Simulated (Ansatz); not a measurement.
Computed with Ansatz 0.2.0, DFT PBE, scalar-relativistic, plane waves, PAW. All cells share a 420 eV cutoff and Γ-centred k meshes spaced at most about 0.3 Å⁻¹ (about 0.25 or finer for metals, 2π included). Collinear spin in cells that started with moments and kept them past the coarse steps, no spin elsewhere.

All energies are static (0 K, no zero-point motion).

Two relaxed structures of GdY2O2:

A. (site moments Gd 7.2 μB) Space group P4/mmm (No. 123), tetragonal, a = 4.116 Å, c = 6.120 Å. Y is surrounded by 4 O at 2.43 Å, 4 Y at 2.91 Å and 4 Gd at 3.69 Å; Gd has 8 O at 3.41 Å and 8 Y at 3.69 Å; O has 4 Y at 2.43 Å, 1 O at 2.59 Å and 4 Gd at 3.41 Å.

B. (site moments Gd 7.2 μB) Space group P6/mmm (No. 191), hexagonal, a = 6.557 Å, c = 4.180 Å. Y is surrounded by 2 O at 2.09 Å, 3 Gd at 3.79 Å and 3 Y at 3.79 Å; Gd is surrounded by 6 Y at 3.79 Å, 2 Gd at 4.18 Å and 12 O at 4.32 Å; O is surrounded by 2 Y at 2.09 Å, 3 O at 3.79 Å, 2 O at 4.18 Å, 6 Gd at 4.32 Å and 6 Y at 4.32 Å.

**Question.** Which form is favoured at zero pressure, and by what margin per atom?

**Answer.** A is lower, by 125 meV/atom. A has space group P4/mmm (No. 123), 20.7 Å³/atom and no gap on its mesh; B has space group P6/mmm (No. 191), 31.1 Å³/atom and no gap. Counting O atoms around Gd and Y (those within 1.25 times the shortest such distance or 1.15 times the sum of covalent radii; the shortest distance is added where it is long for a bond), A has Gd 8 from 3.4 Å, Y 4 and B has Gd 12 from 4.3 Å, Y 2. The denser one is the lower, and pressure would at first widen the difference. Both come from invented guesses. A third cell relaxed alike, in P-3m1, lies 0.90 eV/atom below the lower of the two.

The 4f shell of Gd is treated without a Hubbard U, which places its levels poorly. The magnetic state reached may not be the lowest. Cells relaxed within their symmetry can be saddle points. Some types were kept out of the candidates beforehand, so the set may lack a known form.
